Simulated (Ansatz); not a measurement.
AgI:
```cif
data_AgI
_chemical_formula_sum 'Ag1 I1'
_space_group_name_H-M_alt 'P 1'
_space_group_IT_number 1
_cell_length_a 4.48878
_cell_length_b 4.48878
_cell_length_c 4.48878
_cell_angle_alpha 60.000
_cell_angle_beta 60.000
_cell_angle_gamma 60.000
loop_
_space_group_symop_operation_xyz
  'x, y, z'
loop_
_atom_site_label
_atom_site_type_symbol
_atom_site_fract_x
_atom_site_fract_y
_atom_site_fract_z
_atom_site_occupancy
Ag1 Ag 0.00000 0.00000 0.00000 1
I1 I 0.25000 0.25000 0.25000 1
```

Relaxed with LDA.

Question: Give the optical modes at the zone centre with their infrared and Raman activity from DFPT, LDA in the plane-wave PAW code Ansatz.

Answer: Transverse frequencies, without the LO–TO term; a row sums one degenerate level.

```csv
ω (cm⁻¹),degeneracy,IR ((D/Å)²/amu),Raman (Å⁴/amu),activity,symmetry
117,3,1.65,110,IR+Raman,T2
```

Question: How high does the top mode go among those that the LO–TO term moves?

Answer: 130 cm⁻¹ for q along x.

Space group F-43m (zinc blende). The LDA relaxation kept the symmetry of its start. No spin polarisation was allowed. Scalar-relativistic: spin–orbit coupling is off unless named, which matters more the heavier the elements.

Potentials: the earlier of the program's two PAW sets. The files were generated under PBE; for other functionals the program regenerates the frozen cores, and for LDA and PBEsol the local potential too.
